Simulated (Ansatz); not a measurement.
**BAs, first-principles data**

BAs:
```cif
data_As3B3
_chemical_formula_sum 'B3 As3'
_space_group_name_H-M_alt 'P 1'
_space_group_IT_number 1
_cell_length_a 3.45879
_cell_length_b 3.45879
_cell_length_c 7.48150
_cell_angle_alpha 90.000
_cell_angle_beta 90.000
_cell_angle_gamma 120.000
loop_
_space_group_symop_operation_xyz
  'x, y, z'
loop_
_atom_site_label
_atom_site_type_symbol
_atom_site_fract_x
_atom_site_fract_y
_atom_site_fract_z
_atom_site_occupancy
B1 B 0.00000 0.50000 0.33333 1
B2 B 0.50000 0.50000 0.66667 1
B3 B 0.50000 0.00000 0.00000 1
As1 As 0.00000 0.50000 0.83333 1
As2 As 0.50000 0.50000 0.16667 1
As3 As 0.50000 0.00000 0.50000 1
```

Space group P6_422 (No. 181); conventional cell a = b = 3.4588 Å, c = 7.4815 Å, α = β = 90.00°, γ = 120.00°.

Method: PBE in the plane-wave PAW code Ansatz. The cell and atoms are relaxed at this level. Other levels are named where they apply.

Cell and energy:

```json
{
 "volume_per_atom": "12.92 Å³",
 "density": "5.51 g/cm³",
 "Formation energy from the elements (no fitted shifts)": "0.42 eV/atom"
}
```

Electronic structure:

```json
{
  "band_gap": "0.48 eV (indirect)",
  "valence_band_maximum": "at Γ",
  "conduction_band_minimum": "at M (3 equivalent valleys)",
  "smallest_direct_gap_on_the_standard_path": "2.13 eV",
  "electron_effective_mass": "0.21, 0.33, 0.35 mₑ (principal values)",
  "hole_effective_mass": "0.18, 0.45, 0.45 mₑ (principal values)",
  "Gap with spin–orbit coupling": "0.47 eV (the band order may be inverted)"
}
```

Mechanics:

```json
{
  "Bulk modulus (Birch–Murnaghan fit)": "136 GPa",
  "Pressure derivative B′": "4.3"
}
```

The start of the workflow was typed in or built on a structure type; neither database checked (COD, Materials Project) lists it. It is not the phase usual at ambient conditions (space group No. 216). The cell was relaxed with PBE under the symmetry of its start; whether a distortion lowers the energy is not shown. Its formation energy is positive at this level, so the cell may be metastable or incomplete. The references are the lowest solids computed at this level, not always the standard phases. Scalar-relativistic: spin–orbit coupling is off unless named, which matters more the heavier the elements.

Potentials: the earlier of the program's two PAW sets.
